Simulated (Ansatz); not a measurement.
InPt₃:
```yaml
crystal:
  lattice:
    - [4.01419, 0.00000, 0.00000]
    - [0.00000, 4.01419, 0.00000]
    - [0.00000, 0.00000, 4.01419]
  atoms:
    - { symbol: In, position: [0.00000, 0.00000, 0.00000] }
    - { symbol: Pt, position: [0.00000, 0.50000, 0.50000] }
    - { symbol: Pt, position: [0.50000, 0.00000, 0.50000] }
    - { symbol: Pt, position: [0.50000, 0.50000, 0.00000] }
```

Relaxed with r²SCAN. Special points in fractions of this cell's reciprocal vectors: Γ (0.000, 0.000, 0.000); X (0.000, 0.500, 0.000); M (0.500, 0.500, 0.000); R (0.500, 0.500, 0.500).

Q: List the band energies nearest the Fermi level at these points for DFT-r²SCAN in the program Ansatz with PAW potentials.

A: In eV from the Fermi level; about four levels below and three above (degenerate sets whole), none deeper than 8.9 eV; points with the same levels are listed once.

| k | below | above |
|---|---|---|
| Γ | -2.13 -2.13 -2.13 -0.95 -0.95 -0.04 | 0.46 0.46 0.46 |
| X | -2.07 -2.07 -1.98 -0.84 | 0.53 4.37 6.10 6.10 |
| M | -1.90 -1.70 -1.55 -0.52 | 1.55 1.55 7.63 |
| R | -1.86 -1.86 -1.86 -1.62 -1.62 -0.10 | 0.06 0.06 0.06 |

Space group Pm-3m (Cu3Au type). The first step of the workflow began from a Materials Project structure, measured or hypothetical; the Crystallography Open Database files this formula in space group No. 221, but the cells were not matched. Its standing as an ambient phase is unchecked. The r²SCAN relaxation kept the symmetry of its start; whether a distortion lowers the energy is not shown. The run is not spin-polarised. Scalar-relativistic: spin–orbit coupling is off unless named, which matters more the heavier the elements.

Potentials: the later of the program's two PAW sets.
